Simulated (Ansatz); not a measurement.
Given:

W:
```cif
data_W
_chemical_formula_sum 'W1'
_space_group_name_H-M_alt 'P 1'
_space_group_IT_number 1
_cell_length_a 2.82718
_cell_length_b 2.82718
_cell_length_c 2.82718
_cell_angle_alpha 60.000
_cell_angle_beta 60.000
_cell_angle_gamma 60.000
loop_
_space_group_symop_operation_xyz
  'x, y, z'
loop_
_atom_site_label
_atom_site_type_symbol
_atom_site_fract_x
_atom_site_fract_y
_atom_site_fract_z
_atom_site_occupancy
W1 W 0.00000 0.00000 0.00000 1
```

This is the PBEsol-relaxed structure.

All from DFT-PBEsol in the program Ansatz with PAW potentials, unless another level is named. Estimate the density of states at the Fermi level.

1.3 states/eV per atom (mean over ±0.08 eV).

Next, the gap with spin–orbit coupling?

none (metallic).

Space group Fm-3m (fcc (Cu type)). The workflow started from an entry of the Crystallography Open Database (COD), which files this formula under 6 space groups. It is not the phase usual at ambient conditions (space group No. 229). The PBEsol relaxation kept the symmetry of its start. At this level the phase is mechanically unstable. No spin polarisation was allowed. Scalar-relativistic: spin–orbit coupling is off unless named, which matters more the heavier the elements.

Potentials: the earlier of the program's two PAW sets.
